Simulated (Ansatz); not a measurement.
Method: Ansatz, DFT PBE, scalar-relativistic, plane waves, PAW. Cutoff 420 eV, Γ-centred 15×15×15 mesh (4-atom cell), Gaussian smearing of 0.10 eV, no spin polarisation.

Formation energies are uncorrected and count from the elements' standard states at the same level.

Problem. Find a candidate trigonal metal that holds O and 1 more element, with a formation energy near −1.01 eV/atom and about 11 Å³ per atom, in a cell of 4 atoms.

Solution. AlO3, space group R-3m (No. 166). Al has 6 O at 1.84 Å; O is surrounded by 2 Al at 1.84 Å and 4 O at 2.29 Å.

Space group R-3m:H (No. 166). a = 5.763 Å, b = 5.763 Å, c = 4.742 Å, α = 90.00°, β = 90.00°, γ = 120.00°
| atom | site | symmetry | x | y | z |
| --- | --- | --- | --- | --- | --- |
| Al | 3a | -3m | 0.0000 | 0.0000 | 0.0000 |
| O | 9d | .2/m | 0.3333 | 0.1667 | 0.1667 |

- Volume per atom: 11.37 Å³
- Density: 2.74 g/cm³
- Energy over the elements: −1.01 eV/atom
- Gap on the 15×15×15 mesh of the 4-atom cell: 0 eV (a metal)

The cell was found from a structure generator's guess, not taken from experiment. Other answers may fit too; this one was computed.

An odd number of electrons in the primitive cell allows no gap without spin; a larger cell or a magnetic state could open one. A structure relaxed within its symmetry needn't be a true minimum.
